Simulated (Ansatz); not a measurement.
A geometry of SnSe2 away from equilibrium: step 2 of the relaxation of a relaxed SnSe2 cell stretched uniformly to 130 % of its volume. Computed with r2SCAN (plane waves to 500 eV, PAW, scalar-relativistic; Ansatz, an electronic-structure program). Γ-centred k-mesh 6×6×4 on the run's cell (coarser than for final values), Fermi–Dirac smearing 0.05 eV. The plane waves were selected for a different cell earlier on the path.

```
SnSe2
1.0
    4.02756     0.00000     0.00000
   -2.01378     3.48797     0.00000
    0.00000     0.00000     6.91984
Sn Se
1 2
Direct
  0.00000   0.00000   0.00000
  0.33333   0.66667   0.21317
  0.66667   0.33333   0.78683
```

Task: What forces act on the atoms (eV/Å)?

Result: 
```json
[
 {"atom": "Sn1", "Fx": "0.00", "Fy": "0.00", "Fz": "0.00"},
 {"atom": "Se2", "Fx": "0.00", "Fy": "0.00", "Fz": "0.33"},
 {"atom": "Se3", "Fx": "0.00", "Fy": "0.00", "Fz": "-0.33"}
]
```

The path ends in P-3m1 (No. 164) (CdI2 type). No spin polarisation in the result. Without a van der Waals term the distances between weakly bound units are poorly fixed.

The run could not lose the symmetry of its start.

Without dispersion the volume is uncertain too.
